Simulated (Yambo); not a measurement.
CsHgF3 (cubic perovskite, space group Pm-3m, No. 221), G0W0@LDA (Yambo, plasmon pole, terminator in G, 4×4×4 mesh): gap R → Γ in eV by bands and screening block.

| bands (W and G) | 2 Ry | 3 Ry | 4 Ry | 6 Ry | 7 Ry |
|---|---|---|---|---|---|
| 42 | 3.96 | 3.58 | 3.53 | 3.46 | 3.45 |
| 60 | 3.57 | (withheld) | 3.07 | 3.00 | 2.99 |
| 85 | 3.30 | 2.79 | (withheld) | 2.68 | 2.68 |
| 116 | (withheld) | 2.64 | 2.60 | 2.54 | 2.53 |
| 147 | 3.14 | 2.58 | 2.53 | 2.47 | 2.47 |

### Question
Estimate the withheld gaps from their neighbours; the computed values follow.

### Answer

- 60, 3 Ry: 3.11
- 85, 4 Ry: 2.74
- 116, 2 Ry: 3.19

The largest settings aren't shown to be the converged limit.

Spin-orbit coupling is not included.

Geometry of the Materials Project entry, not relaxed at this level; primitive cell a = b = c = 4.595 Å, α = β = γ = 90.00°.
